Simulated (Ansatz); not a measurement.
BN:
```
BN
1.0
    0.00000     3.33235     2.16201
    1.25007     0.00000     2.16201
    1.25007     3.33235     0.00000
B N
1 1
Direct
  0.00011   0.00011   0.99989
  0.66659   0.66659   0.33341
```

Relaxed with r²SCAN+D4.

Map the electron localisation function on the plane through (0.000, 0.000, 1.000) spanned by u = [1, 1, -1] and v = [-1, 1, 1] in lattice vectors, from DFT-r²SCAN+D4 in the program Ansatz with PAW potentials.

x is the fraction of u, y of v (the angle between them is 90°; rows are the nearest grid lines); atoms in the plane: B at (0.00, 0.00), B at (0.50, 0.50), N at (0.17, 0.50), N at (0.67, 0.00).
```
|00132100014774003899600|
|00344210015775114899600|
|15886421125898646898411|
|59998653225899877886325|
|89998776434899987764348|
|89987788632699986532258|
|89864689841158864211258|
|77511489960003442100157|
|77400389960001321000147|
|77511489960003442100157|
|89864689841158864211258|
|89987788632599986532258|
|89998776434899987764348|
|69998653225899877886326|
|15886421125898646898411|
|00344210015775114899600|
|00132100014774003899600|
```
Scale: ten equal steps from 0.000 (start of '0') to 0.929 (end of '9'), in the order '0123456789'; x runs from 0.000 to 1.00, y from 0.000 (bottom) to 1.00 (top).

The density is the valence pseudo-density with augmentation charge, so density and ELF within about 1 Å of a nucleus are not all-electron values.

Space group Fmm2. The workflow started from a Materials Project entry (that database holds measured and hypothetical structures alike); the Crystallography Open Database copy checked does not list it. It is not the phase usual at ambient conditions (space group No. 186, 194, 216). Symmetry was held in the r²SCAN+D4 relaxation; whether a distortion lowers the energy is not shown.

Potentials: the later of the program's two PAW sets.
